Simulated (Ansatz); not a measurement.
With the program Ansatz at the PBE level (PAW), BN in the CsCl type structure (Pm-3m) relaxes to a = 2.319 Å. B has 8 nearest neighbours from 2.01 Å (cubic); N has 8 nearest neighbours from 2.01 Å (cubic). Against the elements it lies at 2.55 eV/atom, with no fitted shifts.

Electronic character: metallic (no gap).

The bulk modulus is 241 GPa.

The start of the workflow was typed in or built on a structure type; neither database checked (COD, Materials Project) lists it. It is not the phase usual at ambient conditions (space group No. 186, 194, 216). Symmetry was held in the PBE relaxation; whether a distortion lowers the energy is not shown. The volume moved by 32 % from the start of the relaxation. Its formation energy is positive at this level, so the cell may be metastable or incomplete. The references are the lowest solids computed at this level, not always the standard phases (solids in place of the gases).

Potentials: the later of the program's two PAW sets.
